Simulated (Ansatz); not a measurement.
Input:

SiB2Os2:
```
SiB2Os2
1.0
    1.44382    -6.49843     0.00000
    1.44382     6.49843     0.00000
    0.00000     0.00000     2.78683
Si Os B
1 2 2
Direct
  0.00000   0.00000   0.00000
  0.36719   0.63281   0.50000
  0.63281   0.36719   0.50000
  0.21190   0.78810   0.00000
  0.78810   0.21190   0.00000
```

This is the PBEsol-relaxed structure.

Q: All from PBEsol in the plane-wave PAW code Ansatz, unless another level is named. Estimate the electronic character.

A: metallic (no gap).

Q: Next, the density of states at the Fermi level?

A: 0.35 states/eV per atom (mean over ±0.08 eV).

Q: Predict the formation energy from the elements (no fitted shifts).

A: 0.13 eV/atom.

Space group Cmmm. The start of the workflow was typed in or built on a structure type; neither database checked (COD, Materials Project) lists it. Its standing as an ambient phase is unchecked. The cell was relaxed with PBEsol under the symmetry of its start; whether a distortion lowers the energy is not shown. The run is not spin-polarised. The references are the lowest solids computed at this level, not always the standard phases. Scalar-relativistic: spin–orbit coupling is off unless named, which matters more the heavier the elements.

Potentials: the later of the program's two PAW sets.
